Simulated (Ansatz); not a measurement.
## What DFT gives for FeAs

```
CELL_PARAMETERS angstrom
0.00000 3.26024 0.00000
3.26024 0.00000 0.00000
1.63012 1.63012 -5.51607
ATOMIC_POSITIONS crystal
As 0.41600 0.41600 0.16800
As 0.16600 0.66600 0.66800
Fe 0.00000 0.00000 0.00000
Fe 0.75000 0.25000 0.50000
```

Method: PBEsol, no spin polarisation; PAW, plane waves to 420 eV, 11×11×11 Γ-centred mesh, fermi-dirac occupations (width 0.062 eV) (Ansatz 0.2.0), atoms fixed.

**Formation energy.** 0.08 eV an atom against the elements' usual phases (free molecules for gases, crystals otherwise, with no correction for O₂ or N₂), so at this geometry it isn't bound against them. Relaxing would lower it.
**Electronic structure.** It is a metal, with about 5.6 states/eV a cell as the mean within 0.25 eV of the Fermi level, mostly Fe d (84 %).
**Contacts.** As–Fe at 2.45 Å: least valence density 0.43 e/Å³ and ELF 0.40 there. These are pseudo-fields; inside the PAW spheres they differ from the all-electron ones.
**Stress.** The pressure is -17.1 GPa (compression positive), so with the atoms held at these fractions the cell would first shrink. The principal stresses -18.3, -16.6, -16.6 GPa differ, so its shape would change too.

Origin: a known structure type with other elements, at an estimated volume, so it need not be a known compound. Caveats: no spin polarisation, so a magnetic state may lie lower; atoms or cell far from equilibrium.
